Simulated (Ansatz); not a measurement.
The cell was built from the rocksalt type and relaxed in the same program, and has space group Fm-3m; it needn't be a known or the stable phase.

An input for NbSi: DFT, PBE, all-electron LAPW, scalar-relativistic (Ansatz 0.2.0).

```yaml
crystal:
  lattice:
    - [0.0, 2.5736511623, 2.5736511623]
    - [2.5736511623, 0.0, 2.5736511623]
    - [2.5736511623, 2.5736511623, 0.0]
  atoms:
    - { symbol: Nb, position: [0.0, 0.0, 0.0] }
    - { symbol: Si, position: [0.5, 0.5, 0.5] }
kpoints:
  mp_grid: { grid: [14, 14, 14] }
scf:
  occupations: { method: fermi_dirac, width: 0.05 }
hamiltonian:
  xc: pbe
  pseudopotentials: { kind: all_electron, lapw: { basis_error: 0.001 } }
output:
  forces: true
  stress: true
  eigenvalues: true
basis:
  ecutwfc: 320
```

The results part of the log:

```
SCF 1 converged in 10 iterations: F = -111838.446970 eV  dr2 = 1.06e-8
SCF converged after 10 iterations
Free energy (F): -111838.446970 eV
Harris-Foulkes:  -111838.446970 eV  (|F-HF|=2.13e-8)
Internal energy: -111838.434516 eV  (E = F + TS)
E sigma→0 (E₀):  -111838.440743 eV
Entropy (-TS):   -0.012454 eV (-6.227 meV/atom)
Fermi energy:    15.863953 eV
--- Per-component energies (eV) ---
  E_band       = -4485.762520
  E_kinetic    = 115454.849802
  E_xc         = -3809.052575
  E_electrostatic = -223484.231743  (all electrons and nuclei)
  E_smearing   = -0.012454  (= −TS)
  E_closure    = 0.000000  (closes the sum)
  E_atoms      = -111822.405006  (free atoms, spherical and without spin; not in F)
  Σ components = -111838.446970   (vs F -111838.446970, Δ=0.00e0)
  Basis errors (estimates in eV, not in F): energy 6.0e-5 per atom: plane waves 2.2e-5 (1.2e-5 summed), levels above the bands 4.6e-55, relativity 3.9e-8, radial functions 3.7e-5, core shells 1.8e-7; eigenvalues (radial functions only) 1.8e-6; not estimated: angular momenta, meshes, grids; target (lapw.basis_error) 1.0e-3; muffin-tin radii Si 1.163 Å, Nb 1.411 Å
--- Forces (eV/Å), atoms counted from 1 ---
  atom   1  Nb    -0.00000000     0.00000000    -0.00000000
  atom   2  Si     0.00000000    -0.00000000    -0.00000000
  max |Σ_I F_I| component: 1.05e-30 eV/Å
--- Stress (GPa, compression-positive) ---
       -0.003144       0.000000      -0.000000
        0.000000      -0.003144       0.000000
       -0.000000       0.000000      -0.003144
  P = ⅓ Tr σ = -0.0031 GPa (-0.031 kbar)
--- Band table (eV; the first three rows and the last of 104) ---
  k-point 0: bands = ["-327.8040", "-327.8040", "-327.8040", "-177.3907", "-177.3907", "-177.3907", "-177.3719", "-177.3719", "-117.8761", "-73.9069", "-73.9069", "-73.9069", "-39.4358", "-15.4621", "-15.4621", "-15.4621", "5.1549", "14.5800", "14.5800", "14.5800", "15.1165", "15.1165", "18.2310", "18.2310", "18.2310"]
  k-point 1: bands = ["-327.8040", "-327.8040", "-327.8040", "-177.3907", "-177.3907", "-177.3907", "-177.3719", "-177.3719", "-117.8761", "-73.9069", "-73.9069", "-73.9069", "-39.4349", "-15.4728", "-15.4634", "-15.4634", "5.2529", "14.3966", "14.5781", "14.5781", "14.9610", "14.9610", "18.1199", "18.5862", "18.5862"]
  k-point 2: bands = ["-327.8040", "-327.8040", "-327.8040", "-177.3907", "-177.3907", "-177.3907", "-177.3719", "-177.3719", "-117.8761", "-73.9069", "-73.9069", "-73.9069", "-39.4326", "-15.5025", "-15.4672", "-15.4672", "5.5417", "13.8837", "14.2329", "14.2329", "15.0388", "15.0388", "17.8880", "19.4357", "19.4357"]
  k-point 103: bands = ["-327.8040", "-327.8040", "-327.8040", "-177.3907", "-177.3907", "-177.3907", "-177.3719", "-177.3719", "-117.8761", "-73.9070", "-73.9069", "-73.9069", "-39.4134", "-15.6050", "-15.5803", "-15.5413", "7.9727", "12.2721", "12.3250", "12.8340", "17.1600", "17.6102", "17.7349", "17.7901", "19.4776"]
```
